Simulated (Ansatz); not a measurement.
Level of theory: DFT PBE, scalar-relativistic, plane waves, PAW, and for the lanthanide a 4f-in-core norm-conserving potential (Ansatz). All cells share a 690 eV cutoff and Γ-centred k meshes spaced at most about 0.3 Å⁻¹ (about 0.25 or finer for metals, 2π included). No spin polarisation in the final relaxations.

Temperature and zero-point effects are left out. All come from trial cells, and lower structures may exist.

Question: These unrelaxed guesses for NaTmI₄ are each relaxed within their symmetry. Order them by the energy at which they end, lowest first.
A.

```xyz
6
Lattice="3.7825 0.0000 0.0000 0.0000 3.7825 0.0000 0.0000 0.0000 14.2535" Properties=species:S:1:pos:R:3 pbc="T T T"
Na    0.0000    0.0000    7.1268
Tm    0.0000    0.0000    0.0000
I     1.8912    1.8912    5.1958
I     1.8912    1.8912   12.3199
I     1.8912    1.8912    1.9336
I     1.8912    1.8912    9.0577
```

B.

```xyz
6
Lattice="6.2067 0.0000 0.0000 -3.1033 5.3752 0.0000 0.0000 0.0000 7.3762" Properties=species:S:1:pos:R:3 pbc="T T T"
Na    0.0000    0.0000    3.6881
Tm    0.0000    0.0000    0.0000
I     0.0000    3.5834    0.0000
I     3.1033    1.7917    0.0000
I     0.0000    3.5834    3.6881
I     3.1033    1.7917    3.6881
```

C.

```xyz
6
Lattice="5.8547 0.0000 0.0000 0.0000 5.8547 0.0000 0.0000 0.0000 8.2560" Properties=species:S:1:pos:R:3 pbc="T T T"
Na    2.9274    2.9274    4.1280
Tm    0.0000    0.0000    0.0000
I     2.9274    0.0000    6.1840
I     0.0000    2.9274    2.0720
I     2.9274    0.0000    2.0720
I     0.0000    2.9274    6.1840
```

Answer: C (ends in P4/mmm, 0 meV/atom), A (ends in P4/mmm, 266 meV/atom), B (ends in P6/mmm, 0.71 eV/atom).

Weakly bound directions are ill-defined at this level, which has no dispersion term (P4/mmm at 38.3 Å³/atom, P6/mmm), and this can change margins and order among such cells. Spin–orbit coupling, which can matter for I, is left out. Cells relaxed within their symmetry can be saddle points. Some types were kept out of the candidates beforehand, so the set may lack a known form.

The lanthanide is trivalent by construction, without f bands, f moments or other valences.
